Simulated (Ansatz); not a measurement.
In₃GaSbAs₃:
```yaml
crystal:
  lattice:
    - [4.30924, 0.00000, 0.00000]
    - [0.00000, 4.32736, 0.00000]
    - [0.00000, 0.00000, 12.26787]
  atoms:
    - { symbol: In, position: [0.00000, 0.00000, 0.99560] }
    - { symbol: As, position: [0.00000, 0.50000, 0.87141] }
    - { symbol: In, position: [0.50000, 0.50000, 0.74611] }
    - { symbol: As, position: [0.50000, 0.00000, 0.62208] }
    - { symbol: In, position: [0.00000, 0.00000, 0.49713] }
    - { symbol: As, position: [0.00000, 0.50000, 0.37197] }
    - { symbol: Ga, position: [0.50000, 0.50000, 0.26345] }
    - { symbol: Sb, position: [0.50000, 0.00000, 0.13968] }
```

Relaxed with r²SCAN.

Task: Map the electron localisation function on the plane through (0.500, 0.500, 0.746) spanned by u = [0, 1, 0] and v = [0, 0, 1] in lattice vectors, from r²SCAN in the plane-wave PAW code Ansatz.

Result: x is the fraction of u, y of v (the angle between them is 90°; rows are the nearest grid lines); atoms in the plane: In at (0.00, 0.00), As at (0.50, 0.88), Ga at (0.00, 0.52), Sb at (0.50, 0.39).
```
y \ x   0.000  0.0909  0.182  0.273  0.364  0.455  0.545  0.636  0.727  0.818  0.909   1.00
------  -----  ------  -----  -----  -----  -----  -----  -----  -----  -----  -----  -----
1.00    0.013   0.018  0.228  0.223  0.435  0.503  0.503  0.435  0.223  0.228  0.018  0.013
0.925   0.240   0.216  0.339  0.757  0.708  0.486  0.486  0.708  0.757  0.339  0.216  0.240
0.850   0.097   0.222  0.548  0.638  0.506  0.135  0.135  0.506  0.638  0.548  0.222  0.097
0.775   0.010   0.024  0.124  0.368  0.574  0.656  0.656  0.574  0.368  0.124  0.024  0.010
0.700   0.023   0.020  0.017  0.021  0.040  0.065  0.065  0.040  0.021  0.017  0.020  0.023
0.625   0.265   0.245  0.167  0.072  0.023  0.011  0.011  0.023  0.072  0.167  0.245  0.265
0.550   0.050   0.110  0.257  0.297  0.274  0.206  0.206  0.274  0.297  0.257  0.110  0.050
0.450   0.252   0.288  0.569  0.682  0.403  0.243  0.243  0.403  0.682  0.569  0.288  0.252
0.375   0.153   0.320  0.546  0.416  0.179  0.031  0.031  0.179  0.416  0.546  0.320  0.153
0.300   0.017   0.050  0.240  0.463  0.519  0.490  0.490  0.519  0.463  0.240  0.050  0.017
0.225   0.011   0.012  0.019  0.045  0.103  0.158  0.158  0.103  0.045  0.019  0.012  0.011
0.150   0.097   0.085  0.056  0.029  0.016  0.013  0.013  0.016  0.029  0.056  0.085  0.097
0.0750  0.240   0.237  0.214  0.187  0.082  0.030  0.030  0.082  0.187  0.214  0.237  0.240
0.000   0.013   0.018  0.228  0.223  0.435  0.503  0.503  0.435  0.223  0.228  0.018  0.013
```

The density is the valence pseudo-density with augmentation charge, so density and ELF within about 1 Å of a nucleus are not all-electron values.

Space group Pmm2. The start of the workflow was typed in or built on a structure type; neither database checked (COD, Materials Project) lists it. Whether it is the stable phase at ambient conditions was not checked. The cell was relaxed with r²SCAN under the symmetry of its start; whether a distortion lowers the energy is not shown. Scalar-relativistic: spin–orbit coupling is off unless named, which matters more the heavier the elements.

Potentials: the earlier of the program's two PAW sets.
